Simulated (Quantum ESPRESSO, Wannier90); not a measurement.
SnSe$_{2}$ (CdI2 type), plane waves to Wannier functions

```yaml
crystal:
  lattice:
    - [3.84190, 0.00000, 0.00000]
    - [-1.92095, 3.32718, 0.00000]
    - [0.00000, 0.00000, 6.48588]
  atoms:
    - { symbol: Sn, position: [0.00000, 0.00000, 0.00000] }
    - { symbol: Se, position: [0.66667, 0.33333, 0.75710] }
    - { symbol: Se, position: [0.33333, 0.66667, 0.24290] }
```

Structure: Materials Project mp-665, symmetrised, not relaxed again. COD (Crystallography Open Database) has the formula in 2 space groups, this one among them (matched by group alone). Method: PBEsol plane waves in Quantum ESPRESSO 7.5 (PseudoDojo norm-conserving files, 69 Ry, no spin polarisation, no spin-orbit coupling), Bloch states on a 12×12×6 mesh through Γ, Wannier90 4.0.1. Density: 12×12×6 mesh, Gaussian smearing 0.01 Ry. The cell is built of weakly bound layers, chains or molecules, whose nearest atoms lie 4.01 Å apart. Database cells relaxed without dispersion often hold them too far apart, which can enlarge gaps and weakens couplings between them; spacing and stacking were not compared with the measured crystal. Spin-orbit coupling is left out although heavy elements are present.

Base run: 12 functions from bands 16-36 of the 36 computed, start hydrogen-like Sn: s;p; Se: s;p, centres 0.05 Å off the atoms, frozen window up to 2.15 eV relative to the valence-band maximum, outer window open. Rows change the key named; with other orbitals the number of functions and the frozen window follow, as listed; window edges are relative to the valence-band maximum. The misfit compares interpolated bands with pw.x on a high-symmetry path, for states up to 1.6 eV relative to the valence-band maximum. Converged means that the tolerances were met: symmetric starts can stop on a saddle, which shows as a larger Ω_OD at equal Ω_I and can move the misfit too.

| setting | functions | frozen to (eV) | Ω_I (Å²) | Ω_D (Å²) | Ω_OD (Å²) | rms misfit (meV) | worst (meV) | ended |
|---|---|---|---|---|---|---|---|---|
| base | 12 | 2.15 | 15.91 | 0.02 | 3.17 | 0.5 | 6.1 | converged |

Task: Starting from this base row, predict which settings stop with an error, and how Ω_I and the misfit move in the others: only the lowest 16 of the kept bands; only the lowest 18 of the kept bands; dis_mix_ratio = 1.0.

Result: 
```
setting                               functions  frozen to (eV)  Ω_I (Å²)  Ω_D (Å²)  Ω_OD (Å²)  rms misfit (meV)  worst (meV)      ended
------------------------------------  ---------  --------------  --------  --------  ---------  ----------------  -----------  ---------
only the lowest 16 of the kept bands         12            2.15     18.79      0.03       3.31               0.3          3.8  converged
only the lowest 18 of the kept bands         12            2.15     16.97      0.02       3.20               0.4          5.6  converged
dis_mix_ratio = 1.0                          12            2.15     15.91      0.02       3.17               0.5          6.0  converged
```

Runs of this sweep that didn't settle are not listed.
